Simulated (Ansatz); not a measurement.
Input for Ansatz (plane-wave DFT, PAW):

```yaml
crystal:
  lattice:
    - [-2.8441, 2.8441, 5.6689]
    - [2.8441, -2.8441, 5.6689]
    - [2.8441, 2.8441, -5.6689]
  atoms:
    - { symbol: Zn, position: [0.0, 0.0, 0.0] }
    - { symbol: Cu, position: [0.75, 0.25, 0.5] }
    - { symbol: Cu, position: [0.25, 0.75, 0.5] }
    - { symbol: Sn, position: [0.5, 0.5, 0.0] }
    - { symbol: Se, position: [0.6301, 0.6301, 0.5174] }
    - { symbol: Se, position: [0.3699, 0.8873, 0.0] }
    - { symbol: Se, position: [0.1127, 0.1127, 0.4826] }
    - { symbol: Se, position: [0.8873, 0.3699, 0.0] }
basis:
  ecutwfc: 420
kpoints:
  mp_grid: { grid: [10, 10, 10] }
hamiltonian:
  xc: pbesol
scf:
  occupations: { method: gaussian, width: 0.1 }
output:
  forces: true
  stress: true
  eigenvalues: true
  populations: true
```

Command:
```bash
ansatz run input.yaml --threads 2 --pin off --max-ram 5120MiB --backend cpu --events-out ev --progress --plain --runs-dir out
```

These are results of Ansatz, DFT PBEsol, scalar-relativistic, plane waves, PAW, not measurements.

Abridged output:

```
Pseudopotentials: kind: paw
Pseudopotential: Zn, paw, valence charge 12, recommended cutoff 420 eV (normal)
Pseudopotential: Cu, paw, valence charge 19, recommended cutoff 420 eV (normal)
Pseudopotential: Sn, paw, valence charge 14, recommended cutoff 420 eV (normal)
Pseudopotential: Se, paw, valence charge 16, recommended cutoff 420 eV (normal)
Functional definition: PBEsol
Crystal: 8 atoms, lattice volume = 183.421 Å³
Basis set: ecut = 420 eV, 3595 PW (Γ), exchange–correlation on 96×96×96 points (8 copies of the dense FFT grid, shifted against one another)
Bands: 77, of which v1, the nominal top of the filled ones, is band 64 counted from 1 (63 counted from 0)
Symmetry: 8 space group operations
Space group: I-42m (ITA 121), of the structure as read, at distance tolerance 5.7e-5 Å
k-points: 102 of 1000 (time reversal used)
Initial density: superposition of atomic densities (neutral atoms: chi_scale 0, normalization atom), corrected by the library's trained network
Initial wavefunctions: pseudopotential atomic-orbital guess
Functional: x = pbesol(κ = 0.804, μ = 0.12345679), c = pbesol(β = 0.046)
SCF iter   1: F=—  HF=-44107.791427 eV  |F-HF|=—  |Δ(HF+E_count)|=         —  Δρ=6.83e-3  dr2=5.41e-2  ethr=1.77e-3  ⟨swp⟩=6.0  Hψ=28829  notcnv=0  defer=71
SCF iter   2: F=—  HF=-44107.787553 eV  |F-HF|=—  |Δ(HF+E_count)|=   3.87e-3  Δρ=5.43e-3  dr2=3.97e-2  ethr=4.22e-5  ⟨swp⟩=2.0  Hψ=16187  notcnv=0  defer=602
SCF iter   3: F=—  HF=-44107.778562 eV  |F-HF|=—  |Δ(HF+E_count)|=   8.99e-3  Δρ=1.73e-3  dr2=4.89e-3  ethr=3.10e-5  ⟨swp⟩=2.0  Hψ=13609  notcnv=0  defer=602
SCF iter   4: F=—  HF=-44107.777606 eV  |F-HF|=—  |Δ(HF+E_count)|=   9.56e-4  Δρ=4.82e-4  dr2=5.73e-4  ethr=3.82e-6  ⟨swp⟩=2.0  Hψ=9290  notcnv=0  defer=602
SCF iter   5: F=—  HF=-44107.777583 eV  |F-HF|=—  |Δ(HF+E_count)|=   2.32e-5  Δρ=2.53e-4  dr2=9.93e-5  ethr=4.48e-7  ⟨swp⟩=2.0  Hψ=10254  notcnv=0  defer=602
SCF iter   6: F=—  HF=-44107.777595 eV  |F-HF|=—  |Δ(HF+E_count)|=   1.25e-5  Δρ=1.36e-4  dr2=3.07e-5  ethr=7.76e-8  ⟨swp⟩=2.0  Hψ=9138  notcnv=0  defer=602
SCF iter   7: F=—  HF=-44107.777611 eV  |F-HF|=—  |Δ(HF+E_count)|=   1.61e-5  Δρ=2.50e-5  dr2=1.17e-6  ethr=2.40e-8  ⟨swp⟩=2.0  Hψ=10276  notcnv=0  defer=602
SCF iter   8: F=—  HF=-44107.777613 eV  |F-HF|=—  |Δ(HF+E_count)|=   1.43e-6  Δρ=2.34e-5  dr2=8.15e-7  ethr=9.16e-10  ⟨swp⟩=2.0  Hψ=10244  notcnv=0  defer=602
SCF iter   9: F=-44107.777613 eV  HF=-44107.777613 eV  |F-HF|=1.73e-9  |Δ(HF+E_count)|=   1.77e-7  Δρ=2.25e-6  dr2=8.43e-9  ethr=7.81e-11  ⟨swp⟩=8.5  Hψ=40206  notcnv=0
SCF 1 converged in 9 iterations: F = -44107.777613 eV  dr2 = 8.43e-9
SCF converged after 9 iterations
Free energy (F): -44107.777613 eV
Harris-Foulkes:  -44107.777613 eV  (|F-HF|=1.73e-9)
Internal energy: -44107.777180 eV  (E = F + TS)
E sigma→0 (E₀):  -44107.777396 eV
Entropy (-TS):   -0.000433 eV (-0.054 meV/atom)
Fermi energy:    8.714176 eV
--- Per-component energies (eV) ---
  E_band       = -2623.241138
  E_kinetic    = 1394.465364
  E_local      = -24074.271570  (includes V_loc(G=0)·N_el)
  E_nonlocal   = -982.251874
  E_hartree    = 11310.036661
  E_xc         = -1102.746356
  E_vxc        = -768.224528  (∫ρ·V_xc dr)
  E_paw        = -16599.447324  (= ΣΔE_a)
  E_vpaw       = -813.038515  (= ΣTr[D̂ρ^β])
  E_aug_tail   = -0.002139  (compensation charges beyond the density's cutoff)
  E_ewald      = -14059.088342
  E_core_change = 5.528401  (= ΣΔE_core)
  E_smearing   = -0.000433  (= −TS)
--- Forces (eV/Å), atoms counted from 1 ---
  atom   1  Zn     0.00000000     0.00000000     0.00000000
  atom   2  Cu     0.00000000     0.00000000     0.00000000
  atom   3  Cu     0.00000000     0.00000000     0.00000000
  atom   4  Sn     0.00000000     0.00000000     0.00000000
  atom   5  Se     0.09628045     0.09628045    -0.83809985
  atom   6  Se     0.09628045    -0.09628045     0.83809985
  atom   7  Se    -0.09628045    -0.09628045    -0.83809985
  atom   8  Se    -0.09628045     0.09628045     0.83809985
--- Stress (GPa, compression-positive) ---
       -0.480352       0.000000       0.000000
        0.000000      -0.480352       0.000000
        0.000000       0.000000       0.173707
  P = ⅓ Tr σ = -0.2623 GPa (-2.623 kbar)
--- Band table (eV; the first three rows and the last of 102) ---
  k-point 0: bands = ["-102.7389", "-102.7389", "-60.3090", "-60.3090", "-60.3089", "-60.3089", "-60.2522", "-60.2522", "-39.4482", "-39.4482", "-39.4480", "-39.4480", "-39.4236", "-39.4236", "-39.4234", "-39.4234", "-39.3937", "-39.3936", "-39.3936", "-39.3936", "-39.3111", "-39.3110", "-39.3110", "-39.3110", "-39.3086", "-39.3085", "-39.3083", "-39.3083", "-13.6398", "-13.6398", "-13.6237", "-13.5764", "-13.5498", "-5.8618", "-4.5590", "-4.5552", "-4.5552", "0.4899", "1.3271", "1.3271", "1.3471", "1.4116", "1.5087", "2.8088", "3.5991", "3.8769", "4.4563", "4.4563", "4.7696", "5.0705", "5.0705", "5.4851", "5.7855", "5.7855", "6.5952", "6.6915", "6.7446", "6.7446", "6.8099", "6.9526", "6.995 ...
  k-point 1: bands = ["-102.7389", "-102.7389", "-60.3090", "-60.3090", "-60.3089", "-60.3089", "-60.2522", "-60.2522", "-39.4482", "-39.4481", "-39.4480", "-39.4480", "-39.4236", "-39.4236", "-39.4234", "-39.4234", "-39.3937", "-39.3936", "-39.3936", "-39.3936", "-39.3111", "-39.3110", "-39.3110", "-39.3110", "-39.3086", "-39.3085", "-39.3083", "-39.3083", "-13.6398", "-13.6398", "-13.6237", "-13.5764", "-13.5497", "-5.8139", "-4.6028", "-4.5784", "-4.5572", "0.5135", "1.3121", "1.3253", "1.3562", "1.4151", "1.5182", "2.8420", "3.6071", "3.7340", "4.4814", "4.4868", "4.8684", "5.0071", "5.1399", "5.4620", "5.5256", "5.7822", "6.6735", "6.7140", "6.7282", "6.7331", "6.8923", "7.0386", "7.067 ...
  k-point 2: bands = ["-102.7389", "-102.7389", "-60.3090", "-60.3089", "-60.3089", "-60.3089", "-60.2522", "-60.2522", "-39.4482", "-39.4481", "-39.4480", "-39.4480", "-39.4236", "-39.4235", "-39.4234", "-39.4234", "-39.3937", "-39.3936", "-39.3936", "-39.3936", "-39.3111", "-39.3110", "-39.3110", "-39.3109", "-39.3086", "-39.3085", "-39.3084", "-39.3083", "-13.6399", "-13.6399", "-13.6239", "-13.5763", "-13.5496", "-5.6778", "-4.7181", "-4.6378", "-4.5635", "0.5556", "1.3051", "1.3215", "1.3636", "1.4232", "1.4989", "2.8527", "3.4147", "3.8520", "4.1872", "4.6968", "4.9046", "5.0044", "5.2589", "5.3176", "5.4768", "5.7690", "6.6885", "6.7305", "6.7667", "6.7856", "7.0724", "7.1413", "7.391 ...
  k-point 101: bands = ["-102.7389", "-102.7389", "-60.3090", "-60.3090", "-60.3089", "-60.3089", "-60.2522", "-60.2522", "-39.4483", "-39.4480", "-39.4480", "-39.4480", "-39.4237", "-39.4235", "-39.4234", "-39.4234", "-39.3937", "-39.3936", "-39.3936", "-39.3936", "-39.3112", "-39.3110", "-39.3110", "-39.3108", "-39.3086", "-39.3086", "-39.3083", "-39.3083", "-13.6396", "-13.6396", "-13.6237", "-13.5764", "-13.5498", "-5.4811", "-5.0779", "-4.5661", "-4.5661", "0.4711", "1.2693", "1.3101", "1.3101", "1.3868", "1.4989", "3.3266", "3.5515", "4.3676", "4.6330", "4.6330", "4.9276", "5.1066", "5.1066", "5.2737", "6.1224", "6.1224", "6.3728", "6.6925", "6.8059", "6.8755", "6.9149", "6.9149", "7.1 ...
--- Löwdin populations: 8 sites ---
  site symbol q [e]
     0     Zn     10.7736
     1     Cu     18.4525
     2     Cu     18.4525
     3     Sn     13.3306
     4     Se     16.5863
     5     Se     16.5863
     6     Se     16.5863
     7     Se     16.5863
  spilling = 0.005045 (of n_electrons = 128.000000)
```

The calculation finished and met its thresholds.

Time: 98 s on 2 threads of AMD EPYC 7R43 64-Core Processor (Zen 3), with other jobs on the host, peak memory 1.3 GiB.